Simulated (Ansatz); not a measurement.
ZnAu (CsCl type)

```
ZnAu
1.0
    3.18677     0.00000     0.00000
    0.00000     3.18677     0.00000
    0.00000     0.00000     3.18677
Zn Au
1 1
Direct
  0.50000   0.50000   0.50000
  0.00000   0.00000   0.00000
```

The numbers are results of PBE (plane waves to 420 eV, PAW, scalar-relativistic; Ansatz, a program for electronic structure), not measurements. Harmonic phonons by density-functional perturbation theory on a 16×16×16 k mesh, in cm⁻¹ and rounded to 5; i marks imaginary ones, q is in fractions of the reciprocal vectors of the cell shown, and the three acoustic modes at Γ are left out. Spin-orbit coupling is left out, though Au is heavy. ZnAu was relaxed with its symmetry unable to fall.

Question: List the wavenumbers at Γ, X = (0.5, 0.0, 0.0), M = (0.5, 0.5, 0.0), R = (0.5, 0.5, 0.5), with degeneracies.

Answer: 
```csv
q,wavenumbers (cm⁻¹)
Γ,130 (×3)
"X = (0.5, 0.0, 0.0)","50 (×2), 95, 115 (×2), 155"
"M = (0.5, 0.5, 0.0)","15 (×2), 55, 115, 160 (×2)"
"R = (0.5, 0.5, 0.5)","75 (×3), 135 (×3)"
```
